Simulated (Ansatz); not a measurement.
An Ansatz (an electronic-structure program) input:

Ansatz 0.2 input:
```yaml
crystal:
  lattice:
    - [0.0, 3.5799905835, 3.5799905835]
    - [3.5799905835, 0.0, 3.5799905835]
    - [3.5799905835, 3.5799905835, 0.0]
  atoms:
    - { symbol: Ca, position: [0.75, 0.75, 0.75] }
    - { symbol: Ca, position: [0.25, 0.25, 0.25] }
    - { symbol: Si, position: [0.0, 0.0, 0.0] }
kpoints:
  mp_grid: { grid: [5, 5, 5] }
hamiltonian:
  xc: hse06
  pseudopotentials: { kind: paw }
scf:
  n_extra_bands: 6
  occupations: { method: fixed }
output:
  eigenvalues: true
  eigenstates:
    e_range: [-9.0, 9.2]
    kpoints:
      - [0.0, 0.380208, -0.380208]  # VBM
      - [0.0, 0.5, 0.5]  # CBM
      - [0.0, 0.0, 0.0]  # GAMMA
      - [0.5, 0.0, 0.5]  # X
      - [0.5, 0.5, 0.5]  # L
      - [0.5, 0.25, 0.75]  # W
      - [0.375, 0.375, 0.75]  # K
      - [0.625, 0.25, 0.625]  # U
```

How many symmetry operations and irreducible k-points will the run report?

48 operations, 10 of 125 k-points.

With a cutoff of 420 eV, how many plane waves at Γ?

1807.

It took very roughly 2.5 core-minutes on shared server cores.

The points marked VBM and CBM come from a semilocal run.

Space group Fm-3m (fluorite or antifluorite type). The workflow started from a Materials Project entry (that database holds measured and hypothetical structures alike); the Crystallography Open Database copy checked does not list it. Its standing as an ambient phase is unchecked. The cell was relaxed with r²SCAN under the symmetry of its start; whether a distortion lowers the energy is not shown.

Potentials: the later of the program's two PAW sets.

Ansatz is a plane-wave DFT program.
